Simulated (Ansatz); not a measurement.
Hg, dhcp: geometry optimisation

Method: DFT, r2SCAN, plane waves (500 eV) with PAW, scalar-relativistic in Ansatz 0.2.0. (PAW data from PBE, frozen cores regenerated.)

k-point mesh 11×11×3, Fermi-Dirac smearing 0.1 eV, no spin polarisation. Cell and atoms relax.

Starting structure:

```
Hg
1.0
     3.19548    0.00000    0.00000
    -1.59774    2.76737    0.00000
     0.00000    0.00000   10.43645
Hg
4
Direct
  0.00000 0.00000 0.00000
  0.00000 0.00000 0.50000
  0.33333 0.66667 0.25000
  0.66667 0.33333 0.75000
```

Problem. What cell does the relaxation end in?

Solution. P6_3/mmc with a = 3.411 Å, c = 10.918 Å (c/a = 3.200); 27.51 Å³ per atom against 23.07 at the start (19.2 %).

Problem. How much energy does the relaxation gain?

Solution. 48.3 meV per atom.
